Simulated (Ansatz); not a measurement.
A trial cell of VPdC₄N₄, before relaxation:

```
CELL_PARAMETERS angstrom
5.90687 0.00000 0.00000
0.00000 5.90687 0.00000
0.00000 0.00000 5.90687
ATOMIC_POSITIONS crystal
V 0.50000 0.50000 0.50000
Pd 0.00000 0.00000 0.00000
C 0.18942 0.18942 0.18942
C 0.18942 0.81058 0.81058
C 0.81058 0.18942 0.81058
C 0.81058 0.81058 0.18942
N 0.30378 0.30378 0.30378
N 0.30378 0.69622 0.69622
N 0.69622 0.30378 0.69622
N 0.69622 0.69622 0.30378
```

The calculation used DFT PBE, scalar-relativistic, plane waves, PAW in Ansatz. Cutoff 420 eV, Gaussian smearing, Γ-centred meshes. Cell and atoms relax first on a coarse mesh and then on a finer one. In between, the cell is made exact in the group found at 0.06 Å. In metals the finer mesh still leaves noise of several meV/atom or more. The steps can't lower the symmetry of their start. Collinear spin, starting moments V 2.0 μB.

A guess keeps its type if space group and coordination stay and the shape of the cell changes little (axis ratios within about 15 %, angles within 6°); the volume may change.

Question: Will the relaxed cell still be of the starting type?

Answer: It keeps its type. The symmetry stays P-43m (No. 215). The volume per atom shrinks by 2.9 %, from 20.6 to 20.0 Å³. The shortest distance goes from 1.17 Å (C–N) to 1.19 Å (C–N). Counting neighbours within 15 % of an atom's shortest distance, the start has C 1, N 1, Pd 4, V 4 and the end C 1, N 1, Pd 4, V 4.

The last run used collinear spin, a 6×6×6 mesh for its 10-atom cell and Gaussian smearing of 0.10 eV. The magnetic state reached may not be the lowest. Symmetry constrained the relaxation, so the result can be a saddle point.
